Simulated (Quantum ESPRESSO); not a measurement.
# Band energies of WS₂

```
WS2
1.0
    3.18422     0.00000     0.00000
   -1.59211     2.75762     0.00000
    0.00000     0.00000    12.97828
S W
4 2
Direct
  0.33333   0.66667   0.62980
  0.66667   0.33333   0.37020
  0.66667   0.33333   0.12980
  0.33333   0.66667   0.87020
  0.33333   0.66667   0.25000
  0.66667   0.33333   0.75000
```

norm-conserving PBEsol (Quantum ESPRESSO, 74 Ry, with spin-orbit coupling); path ΓMKΓALHA,LM,KH; energies in eV from the valence-band maximum.

```
k (1/Å)  point  band 52  band 53  band 54  band 55  band 56  band 57  band 58  band 59
-------  -----  -------  -------  -------  -------  -------  -------  -------  -------
0.00         Γ     0.00     2.25     2.25     2.26     2.26     2.29     2.29     2.33
0.38              -0.71     1.60     1.60     2.01     2.01     2.15     2.15     2.29
0.76              -1.63     1.69     1.69     1.96     1.96     2.08     2.08     2.41
1.14         M    -1.40     2.18     2.18     2.21     2.21     2.71     2.71     2.80
1.58              -0.65     1.57     1.57     1.71     1.71     2.61     2.61     2.93
1.80         K    -0.34     1.19     1.19     1.22     1.22     2.39     2.39     3.09
1.98              -0.66     1.50     1.50     1.63     1.63     2.48     2.48     2.85
2.36              -1.29     1.16     1.16     1.90     1.90     2.30     2.30     2.32
2.92              -0.18     2.10     2.10     2.18     2.18     2.21     2.21     2.39
3.11         Γ     0.00     2.25     2.25     2.26     2.26     2.29     2.29     2.33
3.11         A    -0.30     2.26     2.26     2.26     2.26     2.31     2.31     2.31
3.44              -0.65     1.90     1.90     1.90     1.90     2.28     2.28     2.28
3.76              -1.56     1.77     1.77     1.77     1.77     2.08     2.08     2.08
4.09              -1.54     2.11     2.11     2.11     2.11     2.57     2.57     2.57
4.25         L    -1.43     2.20     2.20     2.20     2.20     2.78     2.78     2.78
4.42              -1.07     2.09     2.09     2.29     2.29     2.58     2.58     2.97
4.91         H    -0.35     1.19     1.19     1.22     1.22     2.72     2.72     2.75
5.20              -0.93     1.76     1.76     1.81     1.81     2.57     2.57     2.73
5.49              -1.30     1.34     1.34     1.62     1.62     2.31     2.31     2.31
5.79              -0.91     1.63     1.63     1.77     1.77     2.05     2.05     2.12
6.08              -0.36     2.18     2.18     2.20     2.20     2.28     2.28     2.38
6.22         A    -0.30     2.26     2.26     2.26     2.26     2.31     2.31     2.31
6.22         L    -1.43     2.20     2.20     2.20     2.20     2.78     2.78     2.78
6.47         M    -1.40     2.18     2.18     2.21     2.21     2.71     2.71     2.80
6.47         K    -0.34     1.19     1.19     1.22     1.22     2.39     2.39     3.09
6.71         H    -0.35     1.19     1.19     1.22     1.22     2.72     2.72     2.75
```

The PBEsol gap is indirect, 1.16 eV, from Γ to 43 % of the way from K to Γ; the smallest direct gap is 1.52 eV.

Geometry of the Materials Project entry, not relaxed at this level.

The distance between layers or molecules is the database entry's, not relaxed here. Functionals without dispersion can leave it too large, which widens gaps and weakens the response across layers: the numbers belong to this cell.
